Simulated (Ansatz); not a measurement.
Input:

TaNi₃:
```xyz
4
Lattice="-1.7996 1.7996 3.7071 1.7996 -1.7996 3.7071 1.7996 1.7996 -3.7071" Properties=species:S:1:pos:R:3 pbc="T T T"
Ni     0.0000     1.7996     1.8536
Ni     1.7996     0.0000     1.8536
Ta     0.0000     0.0000     0.0000
Ni     0.0000     0.0000     3.7071
```

This is the r²SCAN-relaxed structure.

Task: All from the program Ansatz at the r²SCAN level (PAW), unless another level is named. Predict the density of states at the Fermi level.

Result: 0.37 states/eV per atom (mean over ±0.08 eV).

Task: What about the formation energy from the elements (no fitted shifts)?

Result: -0.34 eV/atom.

Space group I4/mmm. The workflow started from an entry of the Crystallography Open Database (COD), which files this formula under 2 space groups. Whether it is the stable phase at ambient conditions was not checked. The cell was relaxed with r²SCAN under the symmetry of its start; whether a distortion lowers the energy is not shown. The workflow began spin-polarised and lost its moments. The references are the lowest solids computed at this level, not always the standard phases. Scalar-relativistic: spin–orbit coupling is off unless named, which matters more the heavier the elements.

Potentials: the later of the program's two PAW sets.
